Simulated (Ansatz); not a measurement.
CoSn (CoSn type, space group P6/mmm)

```
CoSn
1.0
    5.21781     0.00000     0.00000
   -2.60891     4.51876     0.00000
    0.00000     0.00000     4.17247
Co Sn
3 3
Direct
  0.50000   0.00000   0.00000
  0.50000   0.50000   0.00000
  0.00000   0.50000   0.00000
  0.00000   0.00000   0.00000
  0.33333   0.66667   0.50000
  0.66667   0.33333   0.50000
```

The volume is varied about the relaxed value V₀ at fixed cell shape. Symmetry pins the atoms to their sites.

Method: PBEsol (plane waves to 420 eV, PAW, scalar-relativistic; Ansatz, a first-principles code). k mesh 10×10×11 (Γ-centred), Fermi-Dirac smearing 0.05 eV. E stands for the smeared free energy. CoSn is run without spin polarisation. CoSn was relaxed with its symmetry unable to fall. ΔE is measured from the relaxed starting cell.

Problem. Give the computed ΔE (eV/atom) at V/V₀ = 0.940, 0.950, 0.960, 0.970, 1.010, 1.020, 1.030, 1.060.

Solution. 
```csv
V/V₀,ΔE (eV/atom)
0.940,0.030
0.950,0.021
0.960,0.013
0.970,0.007
1.010,0.001
1.020,0.003
1.030,0.006
1.060,0.024
```

(A scan under strain: stresses follow from slopes of the energy per volume, elastic moduli from its curvatures.)
